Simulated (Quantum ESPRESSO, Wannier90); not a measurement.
## Wannier functions of InBi (P4/nmm)

```xyz
4
Lattice="4.9108 0.0000 0.0000 0.0000 4.9108 0.0000 0.0000 0.0000 5.2223" Properties=species:S:1:pos:R:3 pbc="T T T"
In     2.4554     2.4554     0.0000
In     0.0000     0.0000     0.0000
Bi     2.4554     0.0000     1.8801
Bi     0.0000     2.4554    -1.8801
```

Structure: Materials Project mp-23313, symmetrised, not relaxed again. COD (Crystallography Open Database) has an entry of this formula and space group (matched by these alone). Computed values, not measurements, from LDA: Quantum ESPRESSO (norm-conserving PseudoDojo potentials, cutoff 56 Ry, no spin polarisation, no spin-orbit coupling) on a Γ-centred 4×4×4 mesh, then Wannier90. Density: 8×8×8 mesh, cold smearing 0.01 Ry. Spin-orbit coupling is left out although heavy elements are present.

The lattice is scaled uniformly with fixed fractional positions (axis ratios and free coordinates are held, so this isn't the response to pressure), and at each scale an atom-like model (In sp, Bi sp; disentangled, num_iter = 0) is made. Listed is the largest hopping of each kind of orbital pair shown, with the distance of the two functions' centres at scale 1; the mesh was not varied.

```json
[
 {"scale": "0.950", "modulus of t, Bi3 py–In1 pz at 3.15 Å (eV)": "1.462", "modulus of t, Bi3 px–In2 s at 3.15 Å (eV)": "1.348", "modulus of t, Bi3 s–In2 s at 3.07 Å (eV)": "0.797"},
 {"scale": "0.975", "modulus of t, Bi3 py–In1 pz at 3.15 Å (eV)": "1.380", "modulus of t, Bi3 px–In2 s at 3.15 Å (eV)": "1.235", "modulus of t, Bi3 s–In2 s at 3.07 Å (eV)": "0.717"},
 {"scale": "1.000", "modulus of t, Bi3 py–In1 pz at 3.15 Å (eV)": "1.292", "modulus of t, Bi3 px–In2 s at 3.15 Å (eV)": "1.133", "modulus of t, Bi3 s–In2 s at 3.07 Å (eV)": "0.643"},
 {"scale": "1.025", "modulus of t, Bi3 py–In1 pz at 3.15 Å (eV)": "1.221", "modulus of t, Bi3 px–In2 s at 3.15 Å (eV)": "1.035", "modulus of t, Bi3 s–In2 s at 3.07 Å (eV)": "0.575"},
 {"scale": "1.050", "modulus of t, Bi3 py–In1 pz at 3.15 Å (eV)": "1.144", "modulus of t, Bi3 px–In2 s at 3.15 Å (eV)": "0.948", "modulus of t, Bi3 s–In2 s at 3.07 Å (eV)": "0.514"}
]
```

Problem. With |t| ∝ d^(−η), find η for each hopping from the ends of the series.

Solution. 
- Bi3 py–In1 pz at 3.15 Å: η = −ln(1.144/1.462)/ln(1.050/0.950) = 2.5
- Bi3 px–In2 s at 3.15 Å: η = −ln(0.948/1.348)/ln(1.050/0.950) = 3.5
- Bi3 s–In2 s at 3.07 Å: η = −ln(0.514/0.797)/ln(1.050/0.950) = 4.4
Harrison's rules would take η = 2.0, 2.0, 2.0 for these pairs; they describe atomic orbitals, while these are orthogonalised and change shape with the volume.
